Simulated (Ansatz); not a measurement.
TiAl₃: computed properties

Level of theory: DFT PBE, scalar-relativistic, plane waves, PAW in Ansatz 0.2.0.

Cutoff 420 eV; k points 18×18×18 on the computed 4-atom cell (Γ-centred); Gaussian smearing, width 0.10 eV; no spin polarisation.

The structure is relaxed at this level of theory with its symmetry kept, and needn't be the ground state of this composition.

Space group I4/mmm (No. 139). a = 3.845 Å, b = 3.845 Å, c = 8.622 Å, α = 90.00°, β = 90.00°, γ = 90.00°
| atom | site | symmetry | x | y | z |
| --- | --- | --- | --- | --- | --- |
| Ti | 2a | 4/mmm | 0.0000 | 0.0000 | 0.0000 |
| Al | 2b | 4/mmm | 0.5000 | 0.5000 | 0.0000 |
| Al | 4d | -4m2 | 0.0000 | 0.5000 | 0.2500 |

```json
{"Space group": "I4/mmm (No. 139)", "Volume per atom": "107.6 bohr³", "Formation energy from the elements' standard states (uncorrected)": "-0.396 eV/atom", "Kohn–Sham band gap": "none (metal)", "Density of states at the Fermi level": "1.7 states/eV per cell", "Orbital (Löwdin) character within 0.5 eV of the Fermi level": "Ti 3d 67 %, Al 3p 26 %", "Bulk modulus": "106 GPa", "Its pressure derivative": "4.1", "Bader charge by site (e)": "Ti (1 in the cell) 0.81, Al (1 in the cell) -0.26, Al (2 in the cell) -0.28"}
```

It was relaxed from a Materials Project cell. Löwdin shares on free-atom orbitals overweight diffuse shells.
